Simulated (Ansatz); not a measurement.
Input:

Si₂W:
Space group Fm-3m (No. 225); a = b = c = 5.894 Å, α = β = γ = 90.00°

| atom | site | symmetry | x | y | z |
|---|---|---|---|---|---|
| W | 4a | m-3m | 0.0000 | 0.0000 | 0.0000 |
| Si | 8c | -43m | 0.2500 | 0.2500 | 0.2500 |
(The calculation used a cell of 3 atoms; values per cell refer to that cell.)

This is the PBE-relaxed structure.

Task: All from PBE in the plane-wave PAW code Ansatz, unless another level is named. Give the electronic character.

Result: metallic (no gap).

Task: Predict the formation energy from the elements (no fitted shifts).

Result: 0.52 eV/atom.

Task: And the density of states at the Fermi level?

Result: 0.74 states/eV per atom (mean over ±0.08 eV).

The cell is a constructed one: a structure type filled with these elements; neither database checked (COD, Materials Project) lists it. It is not the phase usual at ambient conditions (space group No. 139). The cell was relaxed with PBE under the symmetry of its start; whether a distortion lowers the energy is not shown. The run is not spin-polarised. The references are the lowest solids computed at this level, not always the standard phases. Scalar-relativistic: spin–orbit coupling is off unless named, which matters more the heavier the elements.

Potentials: the later of the program's two PAW sets.
